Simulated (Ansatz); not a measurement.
AlGa3N4:
```xyz
8
Lattice="5.1423 0.0000 0.0000 0.0000 3.1650 0.0000 -0.0036 0.0000 5.4783" Properties=species:S:1:pos:R:3 pbc="T T T"
Al     0.0008     1.5825     3.6560
Ga     2.5653     1.5825     1.8348
Ga     2.5632     0.0000     4.5554
Ga     5.1406     0.0000     0.9104
N      0.6140     1.5825     1.8632
N      0.6018     0.0000     4.5272
N      3.1898     0.0000     0.9105
N      3.2435     1.5825     3.6555
```

Relaxed with PBEsol. The program Ansatz at the PBEsol level (PAW) gives a gap of 2.36 eV.

Q: What gap does HSE06 give on the same cell (Ansatz, PAW)?

A: 3.71 eV, 1.35 eV more. The hybrid was solved on a coarser mesh and at special points; its gap is the smallest among all of these.

| k | v1 PBEsol | c1 PBEsol | v1 HSE06 | c1 HSE06 |
|---|---|---|---|---|
| Γ | 0.00 | 2.36 | 0.00 | 3.71 |
| Z | -1.80 | 5.56 | ? | ? |
| B | -0.34 | 4.56 | ? | ? |
| Y2 | -0.36 | 4.39 | ? | ? |
| C2 | -1.42 | 5.71 | -1.49 | 7.21 |
| D | -0.87 | 4.83 | ? | ? |
| A | -1.10 | 5.31 | -1.17 | 6.79 |
| E | -1.64 | 4.32 | -1.75 | 5.74 |

Q: Top valence (v1) and lowest conduction level (c1) in eV from each method's valence maximum (which need not be a listed point): supply the withheld HSE06 values.

A: 
- D, v1 HSE06: -0.92
- D, c1 HSE06: 6.29
- B, v1 HSE06: -0.35
- B, c1 HSE06: 6.03
- Z, v1 HSE06: -1.91
- Z, c1 HSE06: 6.94
- Y2, v1 HSE06: -0.38
- Y2, c1 HSE06: 5.80

Cost on shared cores: the PBEsol run (SCF on a 6×9×5 mesh, then bands and DOS) about 3 core-minutes (a rough figure), the HSE06 run (SCF on 3×5×3, then a few points) about 5 core-minutes (a rough figure); the tasks are unlike.

Space group Pm. The first step of the workflow began from a Materials Project structure, measured or hypothetical; the Crystallography Open Database copy checked does not list it. With Al and Ga taken as one species the cell has the higher symmetry P6_3mc, so it may be an ordered model of a mixed-site phase. Whether it is the stable phase at ambient conditions was not checked. Symmetry was held in the PBEsol relaxation; of distortions, only those at the zone centre were tested. Spin–orbit coupling is left out wherever it is not named.

Potentials: the later of the program's two PAW sets.
